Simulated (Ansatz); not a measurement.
## As (bcc): energy against volume

All numbers below come from Ansatz 0.2.0, DFT, BLYP, plane waves (420 eV) with PAW, scalar-relativistic. The PAW files were generated under PBE, with cores re-solved for the functional.

The cell is scaled uniformly from the relaxed one, with fractional coordinates and shape fixed. Energies are extrapolated to zero smearing, pressures are those at the given smearing. Magnetic state: spin not included.

A Birch-Murnaghan fit gives V₀ = 20.94 Å³/atom, B₀ = 62 GPa, B₀′ = 4.7.

What are the energy above the minimum and the pressure at 19.398 Å³/atom?

25.5 meV/atom and 5.92 GPa as computed.

What are the energy above the minimum and the pressure at 22.771 Å³/atom?

26.7 meV/atom and -4.16 GPa as computed.

What are the energy above the minimum and the pressure at 23.615 Å³/atom?

53.2 meV/atom and -5.58 GPa as computed.
